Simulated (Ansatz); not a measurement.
InGa₃Sb₃As in space group Pmm2 (No. 25; Pearson symbol oP8) under volume change, PBEsol in the plane-wave PAW code Ansatz, shape and atoms relaxed at each volume.

| V (Å³/atom) | E − E(relaxed) (meV/atom) | P (GPa) |
|---|---|---|
| 25.893 | 44.9 | 6.14 |
| 26.746 | (withheld) | (withheld) |
| 27.600 | 4.4 | 1.71 |
| 28.454 | 0.0 | 0.00 |
| 29.307 | 3.9 | -1.44 |
| 30.161 | (withheld) | (withheld) |
| 31.014 | 31.8 | -3.66 |

### Question
Complete the blanks.

### Answer

- 30.161, E − E(relaxed) (meV/atom): 14.9
- 30.161, P (GPa): -2.65
- 26.746, E − E(relaxed) (meV/atom): 18.8
- 26.746, P (GPa): 3.74

### Question
What does a third-order Birch–Murnaghan fit give for V₀, B₀ and B′?

### Answer
V₀ = 28.45 Å³/atom, B₀ = 52.1 GPa, B′ = 4.7.

The start of the workflow was typed in or built on a structure type; neither database checked (COD, Materials Project) lists it. Whether it is the stable phase at ambient conditions was not checked. The cell was relaxed with PBEsol under the symmetry of its start; whether a distortion lowers the energy is not shown. Scalar-relativistic: spin–orbit coupling is off unless named, which matters more the heavier the elements.

Potentials: the earlier of the program's two PAW sets.
